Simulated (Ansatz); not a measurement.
Tl₂SnCl₆ in space group Fm-3m (No. 225; Tl on 8c, Sn on 4a, Cl on 24e), r²SCAN+D4 (plane waves, PAW; program Ansatz). The conduction-band minimum lies at Γ, with 1 equivalent valley. Second derivatives d²E/dk² of the lowest band at one valley (eV·Å²), along Cartesian directions:

| direction | d²E/dk² |
|---|---|
| [100] | 16.80 |
| [010] | 16.80 |
| [001] | 16.80 |
| [110] | 16.80 |
| [101] | 16.80 |
| [011] | 16.80 |

Problem. Find the principal effective masses, the density-of-states mass and the conductivity mass.

Solution. Off-diagonal terms follow from H_xy = H[110] − (H_xx + H_yy)/2, and m*/mₑ = 7.620 eV·Å² over each eigenvalue: 0.45, 0.45, 0.45. One valley's DOS mass (m₁m₂m₃)^(1/3) = 0.45, conductivity mass 3/(Σ 1/mᵢ) = 0.45 mₑ.

Problem. What effective density of states Nc follows at 300 K for parabolic valleys?

Solution. Nc = 2.509e19 × 1 × (0.45)^(3/2) ≈ 7.6e18 cm⁻³.

The first step of the workflow began from a Materials Project structure, measured or hypothetical; the Crystallography Open Database files this formula in space group No. 225, but the cells were not matched. Its standing as an ambient phase is unchecked. Symmetry was held in the r²SCAN+D4 relaxation; whether a distortion lowers the energy is not shown. Spin–orbit coupling is left out wherever it is not named.

Potentials: the later of the program's two PAW sets.

Edges and masses are those of Kohn–Sham bands, whose gap is no quasiparticle gap.
